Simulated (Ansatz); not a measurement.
Level of theory: Ansatz, DFT PBE, scalar-relativistic, plane waves, PAW. All cells share a 420 eV cutoff and Γ-centred k meshes spaced at most about 0.3 Å⁻¹ (about 0.25 or finer for metals, 2π included). No spin polarisation in the final relaxations.

Temperature and zero-point effects are left out.

Compare these two cells of Cu₄W, each relaxed at this level.

A.

```cif
data_structure
_symmetry_space_group_name_H-M 'P6/mmm'
_symmetry_Int_Tables_number 191
_cell_length_a 5.0032
_cell_length_b 5.0032
_cell_length_c 4.8243
_cell_angle_alpha 90.000
_cell_angle_beta 90.000
_cell_angle_gamma 120.000
_cell_volume 104.58
loop_
_atom_site_label
_atom_site_type_symbol
_atom_site_symmetry_multiplicity
_atom_site_Wyckoff_symbol
_atom_site_fract_x
_atom_site_fract_y
_atom_site_fract_z
_atom_site_occupancy
Cu1 Cu 1 a 0.00000 0.00000 0.00000 1
Cu2 Cu 3 g 0.50000 0.00000 0.50000 1
W1 W 1 b 0.00000 0.00000 0.50000 1
```

B.

```cif
data_structure
_symmetry_space_group_name_H-M 'Im-3m'
_symmetry_Int_Tables_number 229
_cell_length_a 5.6521
_cell_length_b 5.6521
_cell_length_c 5.6521
_cell_angle_alpha 90.000
_cell_angle_beta 90.000
_cell_angle_gamma 90.000
_cell_volume 180.56
loop_
_atom_site_label
_atom_site_type_symbol
_atom_site_symmetry_multiplicity
_atom_site_Wyckoff_symbol
_atom_site_fract_x
_atom_site_fract_y
_atom_site_fract_z
_atom_site_occupancy
Cu1 Cu 8 c 0.25000 0.25000 0.75000 1
W1 W 2 a 0.00000 0.00000 0.00000 1
```

**Question.** Which would you expect to be lower, and how large is the difference?

**Answer.** B is lower, by 26 meV/atom. A has space group P6/mmm (No. 191), 20.9 Å³/atom and no gap on its mesh; B has space group Im-3m (No. 229), 18.1 Å³/atom and no gap. Counting all near atoms (those within 1.25 times the shortest distance at each site; a plus sign parts nearer from farther groups; a slash parts the counts of unlike sites), A has Cu 2/6, W 8 and B has Cu 2+6, W 8. The denser one is the lower, and pressure would at first widen the difference. Even the lower one lies +1.28 eV/atom against the reference forms of the elements (uncorrected), so neither is stable at this level. Both come from invented guesses.

These runs have no spin–orbit coupling, which can matter for W. A magnetic state wasn't ruled out in cells without spin, among them P6/mmm. Cells relaxed within their symmetry can be saddle points.
